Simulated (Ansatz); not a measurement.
This ScAgC4N4 structure is the end of a relaxation. The cell was found from a structure generator's guess, not taken from experiment.

Level of theory: Ansatz, DFT PBE, scalar-relativistic, plane waves, PAW. Cutoff 420 eV, Γ-centred mesh, Gaussian smearing, no spin polarisation.

```
Sc Ag C N
1.0
     6.25247    0.00000    0.00000
     0.00000    6.25247    0.00000
     0.00000    0.00000    6.25247
Sc Ag C N
1 1 4 4
Direct
  0.50000 0.50000 0.50000
  0.00000 0.00000 0.00000
  0.19936 0.19936 0.19936
  0.19936 0.80064 0.80064
  0.80064 0.19936 0.80064
  0.80064 0.80064 0.19936
  0.30814 0.30814 0.30814
  0.30814 0.69186 0.69186
  0.69186 0.30814 0.69186
  0.69186 0.69186 0.30814
```

The zero of energy is the elements' standard structures at the same level (N₂ as a molecule); no fitted shifts are applied.

Problem. What space group does it have?

Solution. P-43m (No. 215). Conventional cell: a = 6.252 Å. Around Sc lie 4 N at 2.08 Å; Ag has 4 C at 2.16 Å; around C lie 1 N at 1.18 Å and 1 Ag at 2.16 Å; N is surrounded by 1 C at 1.18 Å and 1 Sc at 2.08 Å.

Problem. How far does it lie from the elements in energy?

Solution. +0.107 eV/atom. It can't be a ground state, since the elements alone are lower.

Problem. Is it a metal?

Solution. No, the gap on the 4×4×4 mesh is 2.73 eV.

Problem. From what recipe could a structure generator have reached it?

Solution. One such recipe: two interpenetrating cyanide-bridged diamond nets (P-43m, No. 215). Other recipes can lead to the same cell.

The last run used a 4×4×4 mesh for its 10-atom cell and Gaussian smearing of 0.02 eV. Kohn–Sham gaps at this level usually fall short of measured ones. The reference form of C is held partly by dispersion forces, which this level lacks. Symmetry constrained the relaxation, so the result can be a saddle point.
